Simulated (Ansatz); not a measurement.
CdO (rock salt)

```
CdO
1.0
    0.00000     2.38417     2.38417
    2.38417     0.00000     2.38417
    2.38417     2.38417     0.00000
O Cd
1 1
Direct
  0.00000   0.00000   0.00000
  0.50000   0.50000   0.50000
```

The volume is varied about the relaxed value V₀ at fixed cell shape. Symmetry pins the atoms to their sites.

These are PBE (plane waves to 420 eV, PAW, scalar-relativistic; Ansatz, a quantum-chemistry and plane-wave program) values and carry that method's errors. k mesh 12×12×12 (Γ-centred), Fermi-Dirac smearing 0.05 eV. E stands for the smeared free energy. Stress and pressure are positive under compression. CdO was relaxed with its symmetry unable to fall. The PAW data are Ansatz's earlier set. ΔE is measured from the relaxed starting cell. The last digit holds for this mesh only.

| V (Å³/atom) | ΔE (meV/atom) |
|---|---|
| 12.197 | 65.1 |
| 12.423 | 43.6 |
| 12.649 | 27.0 |
| 12.875 | 14.7 |
| 13.101 | 6.3 |
| 13.326 | 1.5 |
| 13.552 | 0.0 |
| 13.778 | 1.4 |
| 14.004 | 5.6 |
| 14.230 | withheld |
| 14.456 | 20.9 |
| 14.682 | 31.6 |
| 14.907 | 44.2 |

**Question.** Fit a third-order Birch-Murnaghan form (E₀, V₀, B₀, B₀′ free) to the given rows and predict ΔE at V = 14.230.

**Answer.** Least squares on the 12 given rows: ΔE = E₀ + (9V₀B₀/16)·y²·[2 + (B₀′ − 4)y], y = (V₀/V)^(2/3) − 1, with V₀ = 13.552 Å³/atom, B₀ = 125.6 GPa (160.2 GPa = 1 eV/Å³; the term in eV is multiplied by 1000), B₀′ = 4.77, E₀ = 0.01 meV/atom; root-mean-square residual 0.04 meV/atom. At 14.230 the fit gives 12.1 meV/atom; the calculation gives 12.1 meV/atom, the same to the digits shown. For the pressure the fit gives -5.5 GPa against the computed -5.5 GPa.

(A scan under strain: stresses follow from slopes of the energy per volume, elastic moduli from its curvatures.)
